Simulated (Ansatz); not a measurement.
Ansatz 0.2.0, settings compared: FeAs2

The input file (Ansatz 0.2.0, plane waves):

```yaml
crystal:
  lattice:
    - [5.04595, 0.0, 0.0]
    - [-2.522975, 4.369926, 0.0]
    - [0.0, 0.0, 7.028812]
  atoms:
    - { symbol: Fe, position: [0.5, 0.5, 0.1667] }
    - { symbol: Fe, position: [0.0, 0.5, 0.83337] }
    - { symbol: Fe, position: [0.5, 0.0, 0.50003] }
    - { symbol: As, position: [0.8382, 0.1618, 0.1667] }
    - { symbol: As, position: [0.6764, 0.8382, 0.83337] }
    - { symbol: As, position: [0.8382, 0.6764, 0.50003] }
    - { symbol: As, position: [0.1618, 0.8382, 0.1667] }
    - { symbol: As, position: [0.3236, 0.1618, 0.83337] }
    - { symbol: As, position: [0.1618, 0.3236, 0.50003] }
  symmetry: { tolerance: 0.0003 }
kpoints:
  mp_grid: { grid: [4, 4, 3], shift: [0, 0, 0] }
magnetization:
  spin_polarized: false
scf:
  occupations: { method: gaussian, width: 0.0128 }
hamiltonian:
  pseudopotentials: { kind: paw }
  xc: r2scan
  hubbard:
    projectors: all-electron-ortho-atomic
    sites: [{ species: As, l: p, u_eff: 3.95 }]
basis:
  ecutwfc: 500
output:
  forces: true
  stress: true
  eigenvalues: true
```

Run with:

```bash
ansatz run input.yaml --threads 1 --pin off --max-ram 2560MiB --backend cpu --events-out ev --progress --plain --runs-dir out
```

Origin of the cell: a known structure type with other elements, at an estimated volume, so it need not be a known compound.

Output of this run (shortened):

```
SCF iter   1: F=—  HF=-42639.247332 eV  Δρ=3.56e-1  dr2=2.36e2  dr2_τ=2.24e0  defer=14
SCF iter   2: F=—  HF=-42691.686672 eV  Δρ=6.97e-1  dr2=7.75e2  dr2_τ=1.17e1  defer=63  recentre
SCF iter   3: F=—  HF=-42619.513067 eV  Δρ=5.58e-2  dr2=2.34e0  dr2_τ=1.04e-1  defer=56
SCF iter   4: F=—  HF=-42619.041955 eV  Δρ=2.34e-2  dr2=6.17e-1  dr2_τ=7.25e-3  defer=53
SCF iter   5: F=—  HF=-42619.156379 eV  Δρ=2.82e-2  dr2=1.24e0  dr2_τ=1.62e-2  defer=53
[… 3 lines left out …]
SCF iter   9: F=—  HF=-42619.086246 eV  Δρ=9.44e-4  dr2=8.21e-4  dr2_τ=1.22e-5  defer=57
SCF iter  10: F=—  HF=-42619.085954 eV  Δρ=6.43e-4  dr2=8.56e-4  dr2_τ=7.20e-6  defer=57
SCF iter  11: F=—  HF=-42619.085895 eV  Δρ=1.29e-4  dr2=3.76e-5  dr2_τ=5.62e-7  defer=57
SCF iter  12: F=—  HF=-42619.086017 eV  Δρ=2.27e-5  dr2=5.86e-7  dr2_τ=2.41e-8  defer=57
SCF iter  13: F=-42619.086017 eV  HF=-42619.086017 eV  Δρ=7.74e-6  dr2=3.75e-8  dr2_τ=1.20e-9
SCF 1 converged in 13 iterations: F = -42619.086017 eV  dr2 = 3.75e-8
SCF converged after 13 iterations
Free energy (F): -42619.086017 eV
Harris-Foulkes:  -42619.086017 eV  (|F-HF|=6.19e-9)
Internal energy: -42619.085323 eV  (E = F + TS)
E sigma→0 (E₀):  -42619.085670 eV
Entropy (-TS):   -0.000694 eV (-0.077 meV/atom)
Fermi energy:    13.012099 eV
--- Per-component energies (eV) ---
  E_band       = -2163.422497
  E_kinetic    = 1655.985418
  E_local      = -15970.644596  (includes V_loc(G=0)·N_el)
  E_nonlocal   = -3339.230337
  E_hartree    = 8039.083112
  E_xc         = -774.739735
  E_vxc        = -996.665794  (∫ρ·V_xc dr)
  E_hubbard    = 17.386382  (on-site DFT+U / exact-exchange correction)
  E_vhub       = -4.867025  (the Hubbard potential's part of the band-sum identity)
  E_paw        = -15224.075019  (= ΣΔE_a)
  E_vpaw       = 351.564919  (= ΣTr[D̂ρ^β])
  E_aug_tail   = 0.000773  (compensation charges beyond the density's cutoff)
  E_vtau       = 62.276625  (kinetic-family band-sum trace: ∫τ·v_τ [+ j·A + Jᵃ·Aᵃ] dr)
  E_ewald      = -17013.238449
  E_core_change = -9.612871  (= ΣΔE_core)
  E_smearing   = -0.000694  (= −TS)
  Σ components = -42619.086017   (vs F -42619.086017, Δ=0.00e0)
[… 6 lines left out …]
  atom   6  As     0.000000    -0.571135     0.000000
  atom   7  As     0.494617    -0.285567     0.000000
  atom   8  As     0.494617     0.285567     0.000000
  atom   9  As     0.000000     0.571135    -0.000000
  max |Σ_I F_I| component: 1.13e-16 eV/Å
--- Stress (GPa, compression-positive) ---
      -14.091090       0.000000       0.000000
        0.000000     -14.091090       0.000000
        0.000000       0.000000     -10.465206
  P = ⅓ Tr σ = -12.8825 GPa (-128.825 kbar)
Occupation matrices written to <dir>
```

The same input was run again with these changes:

1. `kpoints.mp_grid.grid` [4, 4, 3] → [5, 5, 4]; `scf.initial_density.chi_scale` default → 0.3
2. `total_charge` default → 1; `scf.occupations.width` 0.0128 → default; `scf.occupations.method` gaussian → tetrahedron; `scf.mixing.algorithm` default → broyden; `scf.mixing.beta` default → 0.1
3. `scf.mixing.preconditioner` default → local_kerker; `scf.initial_density.chi_scale` default → 0.1
4. `kpoints.mp_grid.grid` [4, 4, 3] → [6, 6, 4]; `scf.occupations.method` gaussian → methfessel_paxton; `scf.occupations.width` 0.0128 → 0.001

```
 run        end  SCF iterations  P (GPa)  max force component (eV/Å)  moment (μB)  ΔE(σ→0) (meV/atom)
base  converged              13   -12.88                       0.571            –                   0
   1  converged              15   -13.17                       0.537            –                2.96
   2  converged              28        –                       0.533            –                   –
   3  converged              13   -12.88                       0.571            –                0.00
   4  converged              14   -12.98                       0.546            –                2.85
```

Energies are compared only where functional, datasets, charge and starting cell are the same.

Caveats of the base run: no spin polarisation, so a magnetic state may lie lower; the k mesh is coarse if the cell is a metal.

Run 2: charged cell with a uniform background, whose pressure depends on convention; forces and stress under tetrahedra may miss the slope of the energy.

Time of the base run: 13 s on 1 thread of AMD EPYC 9R45 96-Core Processor (Zen 5), with other jobs on the host, peak memory 0.86 GiB, from the program's own first density.
